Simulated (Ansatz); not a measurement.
Data:

Starting cell, Al$_{2}$Cu (Al2Cu type, space group I4/mcm):

```yaml
crystal:
  lattice:
    - [-3.02975, 3.02975, 2.43725]
    - [3.02975, -3.02975, 2.43725]
    - [3.02975, 3.02975, -2.43725]
  atoms:
    - { symbol: Al, position: [0.15828, 0.65828, 0.81655] }
    - { symbol: Al, position: [0.34172, 0.15828, 0.50000] }
    - { symbol: Al, position: [0.65828, 0.84172, 0.50000] }
    - { symbol: Al, position: [0.84172, 0.34172, 0.18345] }
    - { symbol: Cu, position: [0.75000, 0.75000, 0.00000] }
    - { symbol: Cu, position: [0.25000, 0.25000, 0.00000] }
```

Scan: atom 2 (Al, nearest neighbour Cu at 2.587 Å; its periodic images, 4.9 Å or more away, move with it) is displaced along Cartesian [110], direction (0.707, 0.707, 0.000) in Cartesian axes, by s. The other atoms stay.

Computed with PBE (plane waves to 420 eV, PAW, scalar-relativistic; Ansatz, a quantum-chemistry and plane-wave program). k mesh 10×10×10 (Γ-centred), Fermi-Dirac smearing 0.05 eV. Energies are smeared free energies. With partly filled bands, energies and forces of such displacements shift with the k mesh and the smearing. Al2Cu is run without spin polarisation. Al2Cu was relaxed with its symmetry unable to fall. The zero of ΔE is the undisplaced structure.

The scan covers s from -0.780 to 0.780 Å in 11 points.

Q: Is this a single well or a double well?

A: A single well with its minimum at or next to zero displacement.

Q: Is the energy the same for equal positive and negative displacements?

A: Even: the same for both signs. With its periodic images moving along, the atom's site symmetry in this cell is mm2.

Q: What force acts on the atom along the line at s = -0.780 Å?

A: 8.23 eV/Å.

Q: What is the energy change at s = 0.780 Å?

A: 2526 meV/cell.

Q: What is the force constant k = d²E/ds² of this move at s = 0?

A: 5.98 eV/Å².

(A displaced cell: forces are minus the slopes of the energy, force constants its curvatures, and phonons follow from these.)
